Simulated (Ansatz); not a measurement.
TiS$_{2}$ (CdI2 type, P-3m1) at seven volumes, DFT-PBE+D3(BJ) in the program Ansatz with PAW potentials, shape and atoms relaxed at each. One row is withheld.

```json
[
 {"V (Å³/atom)": "16.385", "P (GPa)": "5.53"},
 {"V (Å³/atom)": "16.925", "P (GPa)": "3.25"},
 {"V (Å³/atom)": "17.465", "P (GPa)": "1.41"},
 {"V (Å³/atom)": "18.006", "P (GPa)": "0.01"},
 {"V (Å³/atom)": "18.546", "P (GPa)": "?"},
 {"V (Å³/atom)": "19.086", "P (GPa)": "-1.65"},
 {"V (Å³/atom)": "19.626", "P (GPa)": "-2.11"}
]
```

Task: Fit the shown pressures and predict the withheld one.

Result: P = (3/2)B₀(x^(7/2) − x^(5/2))[1 + (3/4)(B′ − 4)(x − 1)] with x = (V₀/V)^(2/3). Least squares on the six rows gives V₀ = 18.031 Å³/atom, B₀ = 38.0 GPa, B′ = 9.30. At V = 18.546, x = 0.9814 and P = -0.94 GPa. The run itself gave -1.00 GPa.

The PBE+D3(BJ) relaxation kept the symmetry of its start. No spin polarisation was allowed.

Potentials: the earlier of the program's two PAW sets.
